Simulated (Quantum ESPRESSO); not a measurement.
# GaMg2S3Cl: one run as intended and one with a planted mistake

A calculation, not a measurement. The program is pw.x of Quantum ESPRESSO 7.5 (plane-wave density functional theory). The cell is made up: 7 atoms on a zincblende/diamond lattice with one site empty, with randomly drawn elements, strain and displacements, not relaxed. PseudoDojo standard norm-conserving files (v0.5 for PBE, v0.4.1 for LDA and PBEsol) set the functional; there is no spin polarisation, spin-orbit coupling or dispersion term, and the masses in the input are unused placeholders.

Intended input:

```
&control calculation='scf', pseudo_dir='./dojo.nc.sr.pbe.v0_5.standard.upf', outdir='./o', disk_io='medium', tprnfor=.true., tstress=.true. /
&system ibrav=0, nat=7, ntyp=4, nbnd=35, ecutwfc=84.00895049, nosym=.true., tot_charge=0,
 occupations='smearing', smearing='fd', degauss=0.0018374661
/
&electrons conv_thr=7.350e-09, electron_maxstep=60, /
ATOMIC_SPECIES
Cl 1.0 Cl.upf
Ga 1.0 Ga.upf
Mg 1.0 Mg.upf
S 1.0 S.upf
CELL_PARAMETERS angstrom
5.3119 0.003 -0.0224
0.003 5.4905 0.0716
-0.0224 0.0716 5.3504
ATOMIC_POSITIONS angstrom
Ga 0.0101 2.731 2.7053
Mg 2.6478 0.0022 2.6501
Mg 2.6228 2.7805 0.0564
S 1.3069 1.4178 1.3258
Cl 1.2989 4.1631 4.0985
S 3.996 1.403 4.0059
S 3.9598 4.0926 1.3733
K_POINTS automatic
4 4 4 1 1 1
```

The log is shortened where brackets say so; the opening notice, blank lines, dates and the lines on written files are dropped, and the path of the files is cut. It prints rydbergs, bohrs and kilobars, and counts compression as positive stress. Where no state is partly filled, the Fermi energy that it prints is only some level between the filled and the empty states on the mesh, and need not lie in the true gap.

Log of the intended run:

```
     Program PWSCF v.7.5
     Parallel version (MPI & OpenMP), running on       1 processor cores
     Number of MPI processes:                 1
     Threads/MPI process:                     1
     [start-up lines left out]
     bravais-lattice index     =            0
     lattice parameter (alat)  =      10.0381  a.u.
     unit-cell volume          =    1052.8367 (a.u.)^3
     number of atoms/cell      =            7
     number of atomic types    =            4
     number of electrons       =        58.00
     number of Kohn-Sham states=           35
     kinetic-energy cutoff     =      84.0090  Ry
     charge density cutoff     =     336.0358  Ry
     scf convergence threshold =      7.3E-09
     mixing beta               =       0.7000
     number of iterations used =            8  plain     mixing
     Exchange-correlation= PBE
                           (   1   4   3   4   0   0   0)
     [axes and pseudopotential details left out]
   Cartesian axes
     site n.     atom                  positions (alat units)
         1        Ga     tau(   1) = (   0.0019014   0.5141240   0.5092859  )
         2        Mg     tau(   2) = (   0.4984612   0.0004142   0.4988942  )
         3        Mg     tau(   3) = (   0.4937548   0.5234426   0.0106176  )
         4        S      tau(   4) = (   0.2460303   0.2669077   0.2495883  )
         5        Cl     tau(   5) = (   0.2445242   0.7837238   0.7715625  )
         6        S      tau(   6) = (   0.7522664   0.2641216   0.7541301  )
         7        S      tau(   7) = (   0.7454516   0.7704518   0.2585304  )
     number of k points=    32  Fermi-Dirac smearing, width (Ry)=  0.0018
                       cart. coord. in units 2pi/alat
        k(    1) = (   0.1254526   0.1192620   0.1230309), wk =   0.0625000
        k(    2) = (   0.1265013   0.1160241   0.3712819), wk =   0.0625000
     [further k points left out]
     Dense  grid:   109531 G-vectors     FFT dimensions: (  60,  64,  60)
     Estimated max dynamical RAM per process >     136.26 MB
     Initial potential from superposition of free atoms
     starting charge      57.9956, renormalised to      58.0000
     Starting wfcs are   35 randomized atomic wfcs
     total cpu time spent up to now is       10.5 secs
     per-process dynamical memory:    96.5 Mb
     Self-consistent Calculation
     iteration #  1     ecut=    84.01 Ry     beta= 0.70
     Davidson diagonalization with overlap
     ethr =  1.00E-02,  avg # of iterations =  5.3
     Threshold (ethr) on eigenvalues was too large:
     Diagonalizing with lowered threshold
     Davidson diagonalization with overlap
     ethr =  8.15E-04,  avg # of iterations =  1.0
     total cpu time spent up to now is       70.4 secs
     total energy              =    -489.71527341 Ry
     estimated scf accuracy    <       0.46207806 Ry
     iteration #  2     ecut=    84.01 Ry     beta= 0.70
     Davidson diagonalization with overlap
     ethr =  7.97E-04,  avg # of iterations =  3.9
     total cpu time spent up to now is       97.4 secs
     total energy              =    -489.82492540 Ry
     estimated scf accuracy    <       0.20898870 Ry
     [iterations 3 to 7 left out]
     iteration #  8     ecut=    84.01 Ry     beta= 0.70
     Davidson diagonalization with overlap
     ethr =  1.29E-09,  avg # of iterations =  2.3
     total cpu time spent up to now is      262.6 secs
     total energy              =    -489.87589724 Ry
     estimated scf accuracy    <       0.00000009 Ry
     iteration #  9     ecut=    84.01 Ry     beta= 0.70
     Davidson diagonalization with overlap
     ethr =  1.51E-10,  avg # of iterations =  2.0
     total cpu time spent up to now is      291.2 secs
     End of self-consistent calculation
     [lines on levels left out]
     the Fermi energy is     5.6240 ev
!    total energy              =    -489.87589726 Ry
     estimated scf accuracy    <          5.0E-09 Ry
     smearing contrib. (-TS)   =      -0.00000000 Ry
     internal energy E=F+TS    =    -489.87589726 Ry
     The total energy is F=E-TS. E is the sum of the following terms:
     one-electron contribution =    -314.29784627 Ry
     hartree contribution      =     173.30153028 Ry
     xc contribution           =    -101.76746870 Ry
     ewald contribution        =    -247.11211257 Ry
     convergence has been achieved in   9 iterations
     Forces acting on atoms (cartesian axes, Ry/au):
     atom    1 type  2   force =    -0.04811790   -0.04061802   -0.04001317
     atom    2 type  3   force =     0.02016242    0.02394955   -0.01149035
     atom    3 type  3   force =     0.04314318   -0.03802002   -0.00525595
     atom    4 type  4   force =    -0.05309045   -0.00447706    0.02462504
     atom    5 type  1   force =    -0.04296148    0.02309550   -0.00373757
     atom    6 type  4   force =     0.02628243    0.01900716    0.01644950
     atom    7 type  4   force =     0.05458179    0.01706288    0.01942251
     Total force =     0.144295     Total SCF correction =     0.000150
     Computing stress (Cartesian axis) and pressure
          total   stress  (Ry/bohr**3)                   (kbar)     P=       51.92
   0.00029268   0.00012175   0.00011235           43.06       17.91       16.53
   0.00012175   0.00037326  -0.00008954           17.91       54.91      -13.17
   0.00011235  -0.00008954   0.00039294           16.53      -13.17       57.80
     init_run     :      8.76s CPU     10.31s WALL (       1 calls)
     electrons    :    266.06s CPU    280.76s WALL (       1 calls)
     forces       :      4.93s CPU      5.02s WALL (       1 calls)
     stress       :     18.15s CPU     18.26s WALL (       1 calls)
     [timing details left out]
     PWSCF        :   4m58.29s CPU   5m15.21s WALL
     JOB DONE.
```

A second run has one planted mistake: two atoms have their elements exchanged. The input lines that differ, file-writing options aside:

```
- S 1.3069 1.4178 1.3258
+ Cl 1.3069 1.4178 1.3258
- Cl 1.2989 4.1631 4.0985
+ S 1.2989 4.1631 4.0985
```

Its log:

```
     Program PWSCF v.7.5
     Parallel version (MPI & OpenMP), running on       1 processor cores
     Number of MPI processes:                 1
     Threads/MPI process:                     1
     [start-up lines left out]
     bravais-lattice index     =            0
     lattice parameter (alat)  =      10.0381  a.u.
     unit-cell volume          =    1052.8367 (a.u.)^3
     number of atoms/cell      =            7
     number of atomic types    =            4
     number of electrons       =        58.00
     number of Kohn-Sham states=           35
     kinetic-energy cutoff     =      84.0090  Ry
     charge density cutoff     =     336.0358  Ry
     scf convergence threshold =      7.3E-09
     mixing beta               =       0.7000
     number of iterations used =            8  plain     mixing
     Exchange-correlation= PBE
                           (   1   4   3   4   0   0   0)
     [axes and pseudopotential details left out]
   Cartesian axes
     site n.     atom                  positions (alat units)
         1        Ga     tau(   1) = (   0.0019014   0.5141240   0.5092859  )
         2        Mg     tau(   2) = (   0.4984612   0.0004142   0.4988942  )
         3        Mg     tau(   3) = (   0.4937548   0.5234426   0.0106176  )
         4        Cl     tau(   4) = (   0.2460303   0.2669077   0.2495883  )
         5        S      tau(   5) = (   0.2445242   0.7837238   0.7715625  )
         6        S      tau(   6) = (   0.7522664   0.2641216   0.7541301  )
         7        S      tau(   7) = (   0.7454516   0.7704518   0.2585304  )
     number of k points=    32  Fermi-Dirac smearing, width (Ry)=  0.0018
                       cart. coord. in units 2pi/alat
        k(    1) = (   0.1254526   0.1192620   0.1230309), wk =   0.0625000
        k(    2) = (   0.1265013   0.1160241   0.3712819), wk =   0.0625000
     [further k points left out]
     Dense  grid:   109531 G-vectors     FFT dimensions: (  60,  64,  60)
     Estimated max dynamical RAM per process >     136.26 MB
     Initial potential from superposition of free atoms
     starting charge      57.9956, renormalised to      58.0000
     Starting wfcs are   35 randomized atomic wfcs
     total cpu time spent up to now is        8.5 secs
     per-process dynamical memory:    96.5 Mb
     Self-consistent Calculation
     iteration #  1     ecut=    84.01 Ry     beta= 0.70
     Davidson diagonalization with overlap
     ethr =  1.00E-02,  avg # of iterations =  5.3
     Threshold (ethr) on eigenvalues was too large:
     Diagonalizing with lowered threshold
     Davidson diagonalization with overlap
     ethr =  8.30E-04,  avg # of iterations =  1.0
     total cpu time spent up to now is       47.3 secs
     total energy              =    -489.70404995 Ry
     estimated scf accuracy    <       0.47047128 Ry
     iteration #  2     ecut=    84.01 Ry     beta= 0.70
     Davidson diagonalization with overlap
     ethr =  8.11E-04,  avg # of iterations =  4.0
     total cpu time spent up to now is       67.7 secs
     total energy              =    -489.81518284 Ry
     estimated scf accuracy    <       0.22214096 Ry
     [iterations 3 to 7 left out]
     iteration #  8     ecut=    84.01 Ry     beta= 0.70
     Davidson diagonalization with overlap
     ethr =  1.36E-09,  avg # of iterations =  2.1
     total cpu time spent up to now is      185.0 secs
     total energy              =    -489.86925703 Ry
     estimated scf accuracy    <       0.00000009 Ry
     iteration #  9     ecut=    84.01 Ry     beta= 0.70
     Davidson diagonalization with overlap
     ethr =  1.57E-10,  avg # of iterations =  2.0
     total cpu time spent up to now is      202.0 secs
     End of self-consistent calculation
     [lines on levels left out]
     the Fermi energy is     5.6121 ev
!    total energy              =    -489.86925705 Ry
     estimated scf accuracy    <          6.5E-09 Ry
     smearing contrib. (-TS)   =      -0.00000000 Ry
     internal energy E=F+TS    =    -489.86925705 Ry
     The total energy is F=E-TS. E is the sum of the following terms:
     one-electron contribution =    -314.46669928 Ry
     hartree contribution      =     173.37631777 Ry
     xc contribution           =    -101.76436263 Ry
     ewald contribution        =    -247.01451292 Ry
     convergence has been achieved in   9 iterations
     Forces acting on atoms (cartesian axes, Ry/au):
     atom    1 type  2   force =    -0.04847838    0.05777501    0.05581486
     atom    2 type  3   force =     0.02093190   -0.01300782    0.01987071
     atom    3 type  3   force =     0.04422546   -0.00999269   -0.03438580
     atom    4 type  1   force =    -0.03345145   -0.03091145   -0.00714608
     atom    5 type  4   force =    -0.06427196   -0.00512716   -0.03642687
     atom    6 type  4   force =     0.02622723    0.00201572   -0.00111565
     atom    7 type  4   force =     0.05481721   -0.00075161    0.00338882
     Total force =     0.156088     Total SCF correction =     0.000199
     Computing stress (Cartesian axis) and pressure
          total   stress  (Ry/bohr**3)                   (kbar)     P=       51.80
   0.00029716  -0.00006319  -0.00004651           43.71       -9.30       -6.84
  -0.00006319   0.00037419  -0.00009843           -9.30       55.04      -14.48
  -0.00004651  -0.00009843   0.00038503           -6.84      -14.48       56.64
     init_run     :      7.48s CPU      8.35s WALL (       1 calls)
     electrons    :    179.63s CPU    193.54s WALL (       1 calls)
     forces       :      3.08s CPU      3.16s WALL (       1 calls)
     stress       :      9.64s CPU      9.72s WALL (       1 calls)
     [timing details left out]
     PWSCF        :   3m20.05s CPU   3m35.15s WALL
     JOB DONE.
```

```
                                            intended run  run with the mistake
                          free energy (eV)     -6665.101             -6665.011
                    smearing term -TS (eV)        0.0000                0.0000
                            pressure (GPa)          5.19                  5.18
            largest force component (eV/Å)         1.403                 1.652
largest change of a force component (eV/Å)                               2.530
                                iterations             9                     9
```

For scale, a rerun of the intended cell at 1437 eV and a 6 x 6 x 6 mesh moved values by no more than 0.002 eV in energy, 0.02 GPa in stress and 0.004 eV/Å in force.